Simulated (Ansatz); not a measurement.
Nb2SiN in space group P6_3/mmc (No. 194; Si on 2d, Nb on 4f, N on 2a), PBE in the plane-wave PAW code Ansatz, all energies at zero smearing, with the estimated change up to a 700 eV cutoff added, with one set of potentials and settings (totals compare only within such a set). Cell of 8 atoms (2 Si, 4 Nb, 2 N): -20254.586 eV.

| element | reference phase | E (eV/atom) |
|---|---|---|
| Si | Fd-3m, 2 atoms in the cell | -635.8114 |
| Nb | Im-3m, 1 atoms in the cell | -4552.3152 |
| N | Pa-3, 8 atoms in the cell | -384.0342 |

Formation energy per atom, worked out: (-20254.586 − 2×(-635.8114) − 4×(-4552.3152) − 2×(-384.0342))/8 = -0.704 eV/atom (-68 kJ per mol of atoms), at 0 K, without zero-point energy or fitted corrections.

The start of the workflow was typed in or built on a structure type; neither database checked (COD, Materials Project) lists it. Whether it is the stable phase at ambient conditions was not checked. Symmetry was held in the PBE relaxation; its stability against distortions is not shown here. The workflow began spin-polarised and lost its moments. The references are the lowest solids computed at this level, not always the standard phases (solids in place of the gases).

Potentials: the earlier of the program's two PAW sets.
